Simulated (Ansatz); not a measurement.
Data sheet: HfGe (DFT)

HfGe (CsCl type, Pm-3m), a = 3.3522 Å, b = 3.3522 Å, c = 3.3522 Å, α = 90.00°, β = 90.00°, γ = 90.00°.

Space group Pm-3m (No. 221), CsCl type; conventional cell a = 3.3522 Å, b = 3.3522 Å, c = 3.3522 Å, α = 90.00°, β = 90.00°, γ = 90.00°.

Method: PBE in the plane-wave PAW code Ansatz. The cell and atoms are relaxed at this level. Other levels are named where they apply.

Cell and energy:

* **Volume per atom**: 18.83 Å³
* **Density**: 11.07 g/cm³
* **Formation energy from the elements (no fitted shifts)**: -0.26 eV/atom

Electronic structure:

- Electronic character: metallic (no gap)
- Density of states at the Fermi level: 1.3 states/eV per atom (mean over ±0.08 eV)

Mechanics:

* **Bulk modulus (Birch–Murnaghan fit)**: 116 GPa
* **Pressure derivative B′**: 4.3

The cell is a constructed one: a structure type filled with these elements; neither database checked (COD, Materials Project) lists it. Its standing as an ambient phase is unchecked. The cell was relaxed with PBE under the symmetry of its start; its stability against distortions is not shown here. No spin polarisation was allowed. The references are the lowest solids computed at this level, not always the standard phases. Spin–orbit coupling is left out wherever it is not named.

Potentials: the later of the program's two PAW sets.
